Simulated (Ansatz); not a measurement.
GaSb:
```
GaSb
1.0
    4.34510     0.00000     0.00000
   -2.17255     3.76297     0.00000
    0.00000     0.00000     9.41361
Ga Sb
3 3
Direct
  0.00000   0.49965   0.66667
  0.50035   0.50035   0.00000
  0.49965   0.00000   0.33333
  0.00000   0.49976   0.16667
  0.50024   0.50024   0.50000
  0.49976   0.00000   0.83333
```

Relaxed with PBEsol. Special points in fractions of this cell's reciprocal vectors: Γ (0.000, 0.000, 0.000); M (0.500, 0.000, 0.000); K (0.333, 0.333, 0.000); A (0.000, 0.000, 0.500); L (0.500, 0.000, 0.500); H (0.333, 0.333, 0.500).

Q: List the band energies nearest the Fermi level at these points for plane-wave PAW PBEsol (Ansatz code).

A: In eV from the Fermi level; about four levels below and three above (degenerate sets whole), none deeper than 8.9 eV; points with the same levels are listed once.

| k | below | above |
|---|---|---|
| Γ | -0.68 -0.56 -0.56 -0.30 | 0.42 1.23 1.23 |
| M | -2.43 -1.72 -1.49 -1.46 | 0.04 0.51 1.13 |
| K | -2.00 -1.48 -1.48 -0.38 | 1.92 1.92 4.32 4.32 |
| A | -0.51 -0.45 -0.45 -0.12 | 1.36 1.36 1.36 |
| L | -2.39 -2.24 -1.89 -1.67 | 1.17 1.23 2.33 |
| H | -3.57 -3.57 -1.88 -1.30 | 2.11 2.11 2.24 |

Space group P6_422. The start of the workflow was typed in or built on a structure type; neither database checked (COD, Materials Project) lists it. It is not the phase usual at ambient conditions (space group No. 216). Symmetry was held in the PBEsol relaxation; whether a distortion lowers the energy is not shown. A small band overlap can be real or an error of a semilocal functional. Point labels and valley counts follow the cell and symmetry of the run, lower than the named group. Scalar-relativistic: spin–orbit coupling is off unless named, which matters more the heavier the elements.

Potentials: the earlier of the program's two PAW sets. The files were generated under PBE; for other functionals the program regenerates the frozen cores, and for LDA and PBEsol the local potential too.
